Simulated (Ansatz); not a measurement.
The start is a relaxed TiB2 cell shaken by Gaussian noise of σ = 0.08 Å a coordinate. A full variable-cell relaxation at zero pressure is run with r2SCAN (plane waves to 500 eV, PAW, scalar-relativistic; Ansatz, a first-principles code). The first steps use a coarse 6×6×5 k-mesh.

Initial structure:
```yaml
crystal:
  lattice:
    - [4.50934, 0.00000, 0.00000]
    - [-2.25467, 3.90520, 0.00000]
    - [0.00000, 0.00000, 5.12826]
  atoms:
    - { symbol: Ti, position: [0.52183, 0.00086, 0.51374] }
    - { symbol: Ti, position: [0.97883, 0.46524, 0.82067] }
    - { symbol: Ti, position: [0.46560, 0.51070, 0.17481] }
    - { symbol: B, position: [0.12652, 0.19183, 0.50015] }
    - { symbol: B, position: [0.78307, 0.88589, 0.83029] }
    - { symbol: B, position: [0.12570, 0.90949, 0.16357] }
    - { symbol: B, position: [0.90317, 0.77369, 0.47675] }
    - { symbol: B, position: [0.20393, 0.10391, 0.82982] }
    - { symbol: B, position: [0.88877, 0.12656, 0.17100] }
```

Problem. What pressure does the first self-consistent step give?

Solution. +4 GPa (positive: the cell is compressed).

Problem. How does the volume change?

Solution. +2.5 %, from 10.03 to 10.29 Å³/atom.

Problem. Is the parent structure recovered?

Solution. It does not go back: it reaches P1 (No. 1), 0.67 eV/atom below the parent.

Problem. Is the relaxed structure metallic? Give its gap.

Solution. Zero (metallic).

Problem. Write out the relaxed structure.

Solution. 
```xyz
9
Lattice="4.3773 0.0000 0.0000 -1.8172 4.1267 0.0000 -0.7718 -2.2679 5.1246" Properties=species:S:1:pos:R:3 pbc="T T T"
Ti     1.7531    -0.7956     2.6473
Ti     1.7664     1.4496     0.6954
Ti    -0.8068     0.8963     4.2213
B      3.9246    -0.9351     2.2387
B     -1.3909     3.5063     0.8731
B      3.1238    -2.0692     4.7180
B      1.5429     1.5653     3.0408
B      1.2619     3.7144     0.8921
B     -0.1157    -1.2058     3.8324
```

Final values are on a 10×10×8 k-mesh of the relaxed cell. No spin polarisation in the result.

The relaxed structure here is a generated cell of TiB2: the first start was made by placing the elements on the sites of a structure type, and the end was not matched to a known phase here, so it may be hypothetical. Known forms of TiB2 include space group No. 191.
